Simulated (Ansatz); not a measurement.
Here is the system:

SrHfO$_{3}$ (cubic perovskite)

```
SrHfO3
1.0
    4.10580     0.00000     0.00000
    0.00000     4.10580     0.00000
    0.00000     0.00000     4.10580
Sr Hf O
1 1 3
Direct
  0.50000   0.50000   0.50000
  0.00000   0.00000   0.00000
  0.00000   0.50000   0.00000
  0.50000   0.00000   0.00000
  0.00000   0.00000   0.50000
```

E(V) scan at fixed shape, V₀ the volume above. Symmetry pins the atoms to their sites.

Calculation: PBEsol (plane waves to 420 eV, PAW, scalar-relativistic; Ansatz, a first-principles code). k mesh 8×8×8 (Γ-centred), Fermi-Dirac smearing 0.05 eV. E stands for the smeared free energy. Stress and pressure are positive under compression. Spin-orbit coupling is left out, though Hf is heavy. SrHfO3 is run without spin polarisation. SrHfO3 was relaxed with its symmetry unable to fall. ΔE is measured from the relaxed starting cell.

The scan covers V/V₀ from 0.840 to 1.160 in 9 points.

What pressure does the cell carry at V/V₀ = 0.840?

43.4 GPa.

What is ΔE at V/V₀ = 0.840?

257.2 meV/atom.

What is ΔE at V/V₀ = 1.160?

145.1 meV/atom.

(Under strain, the slope of the energy per volume gives the stress and its curvature an elastic modulus.)
